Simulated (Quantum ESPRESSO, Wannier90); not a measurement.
**Wannierisation of ScS (rock salt)**

Cell from Materials Project (mp-1476), symmetrised, no further relaxation. COD (Crystallography Open Database) has an entry of this formula and space group (matched by these alone). Computed values, not measurements, from PBEsol: Quantum ESPRESSO (norm-conserving PseudoDojo potentials, cutoff 63 Ry, no spin polarisation, no spin-orbit coupling) on a Γ-centred 10×10×10 mesh, then Wannier90. Density: 10×10×10 mesh, cold smearing 0.01 Ry.

```
begin unit_cell_cart
ang
    0.0000000000    2.6087850000    2.6087850000
    2.6087850000    0.0000000000    2.6087850000
    2.6087850000    2.6087850000    0.0000000000
end unit_cell_cart
mp_grid = 10 10 10
```

Which shells of neighbouring k-points and which b-vectors and weights does Wannier90 pick for this cell and mesh?


```
 *---------------------------------- K-MESH ----------------------------------*
 +----------------------------------------------------------------------------+
 |                    Distance to Nearest-Neighbour Shells                    |
 |                    ------------------------------------                    |
 |          Shell             Distance (Ang^-1)          Multiplicity         |
 |          -----             -----------------          ------------         |
 |             1                   0.208580                      8            |
 |             2                   0.240847                      6            |
 |             3                   0.340609                     12            |
 |             4                   0.399400                     24            |
 |             5                   0.417160                      8            |
 |             6                   0.481694                      6            |
 |             7                   0.524914                     24            |
 |             8                   0.538551                     24            |
       ... (lines left out)
 +----------------------------------------------------------------------------+
 | The b-vectors are chosen automatically                                     |
 | The following shells are used:                       1                     |
 +----------------------------------------------------------------------------+
 |                        Shell   # Nearest-Neighbours                        |
 |                        -----   --------------------                        |
 |                          1               8                                 |
 +----------------------------------------------------------------------------+
 | Completeness relation is fully satisfied [Eq. (B1), PRB 56, 12847 (1997)]  |
 +----------------------------------------------------------------------------+
 |                  b_k Vectors (Ang^-1) and Weights (Ang^2)                  |
 |                  ----------------------------------------                  |
 |            No.         b_k(x)      b_k(y)      b_k(z)        w_b           |
 |            ---        --------------------------------     --------        |
 |             1         0.120424    0.120424   -0.120424     8.619595        |
 |             2         0.120424   -0.120424    0.120424     8.619595        |
 |             3        -0.120424    0.120424    0.120424     8.619595        |
 |             4         0.120424    0.120424    0.120424     8.619595        |
 |             5        -0.120424   -0.120424    0.120424     8.619595        |
 |             6        -0.120424    0.120424   -0.120424     8.619595        |
 |             7         0.120424   -0.120424   -0.120424     8.619595        |
 |             8        -0.120424   -0.120424   -0.120424     8.619595        |
```
